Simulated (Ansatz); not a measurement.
KRb2ScF6:
```yaml
crystal:
  lattice:
    - [-3.18168, 3.18168, 4.60365]
    - [3.18168, -3.18168, 4.60365]
    - [3.18168, 3.18168, -4.60365]
  atoms:
    - { symbol: K, position: [0.50000, 0.50000, 0.00000] }
    - { symbol: Rb, position: [0.75000, 0.25000, 0.50000] }
    - { symbol: Rb, position: [0.25000, 0.75000, 0.50000] }
    - { symbol: Sc, position: [0.00000, 0.00000, 0.00000] }
    - { symbol: F, position: [0.72617, 0.83948, 0.56565] }
    - { symbol: F, position: [0.27383, 0.16052, 0.43435] }
    - { symbol: F, position: [0.83948, 0.27383, 0.11331] }
    - { symbol: F, position: [0.16052, 0.72617, 0.88669] }
    - { symbol: F, position: [0.21979, 0.21979, 0.00000] }
    - { symbol: F, position: [0.78021, 0.78021, 0.00000] }
```

Relaxed with HSE06. Special points in fractions of this cell's reciprocal vectors: Γ (0.000, 0.000, 0.000); X (0.000, 0.000, 0.500); P (0.250, 0.250, 0.250); N (0.000, 0.500, 0.000); M (0.500, 0.500, -0.500); S (0.369, 0.631, -0.369); S0 (-0.369, 0.369, 0.369); R (-0.239, 0.239, 0.500); G (0.500, 0.500, -0.239).

### Question
List the band energies nearest the valence-band maximum at these points for DFT-HSE06 in the program Ansatz with PAW potentials.

### Answer
In eV from the valence-band maximum; about four levels below and three above (degenerate sets whole), none deeper than 8.9 eV; points with the same levels are listed once.

| k | below | above |
|---|---|---|
| Γ | -0.20 -0.20 -0.13 -0.05 -0.05 | 8.66 9.75 9.75 |
| X | -0.27 -0.20 -0.08 -0.03 | 9.80 9.87 9.89 |
| P | -0.34 -0.34 -0.09 -0.09 -0.08 | 9.85 9.85 9.89 |
| N | -0.28 -0.13 -0.11 0.00 | 9.83 9.84 9.87 |
| M | -0.21 -0.21 -0.21 -0.21 -0.03 | 9.83 9.87 9.87 |
| S | -0.25 -0.19 -0.16 -0.01 | 9.85 9.86 9.86 |
| R | -0.30 -0.21 -0.09 -0.03 | 9.84 9.87 9.87 |

Space group I4/m. The first step of the workflow began from a Materials Project structure, measured or hypothetical; the Crystallography Open Database files this formula in space group No. 87, but the cells were not matched. Whether it is the stable phase at ambient conditions was not checked. The cell was relaxed with HSE06 under the symmetry of its start; its stability against distortions is not shown here. No spin polarisation was allowed. The hybrid was solved on a coarse mesh, the path and, where they were found, the r²SCAN edge points; its band edges are the extreme levels among these. Spin–orbit coupling is left out wherever it is not named.

Potentials: the later of the program's two PAW sets.
